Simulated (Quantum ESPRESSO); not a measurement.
Space group P6₃/mmc (No. 194); a = 2.512 Å, b = 2.512 Å, c = 7.707 Å, α = 90.00°, β = 90.00°, γ = 120.00°

```csv
atom,site,symmetry,x,y,z
B,2c,-6m2,0.3333,0.6667,0.2500
N,2d,-6m2,0.6667,0.3333,0.2500
```

The geometry is that of Materials Project entry mp-984, symmetrised and not relaxed again.

Q: What does norm-conserving PBEsol (Quantum ESPRESSO, 84 Ry, no spin-orbit coupling) give for the electronic structure near the Fermi level?

A: The PBEsol gap is indirect, 4.42 eV, from H to M; the smallest direct gap is 4.61 eV. Another valence extremum on the path lies within 0.02 eV, too close to call. 

The distance between layers or molecules is the database entry's, not relaxed here. Functionals without dispersion can leave it too large, which widens gaps and weakens the response across layers: the numbers belong to this cell.
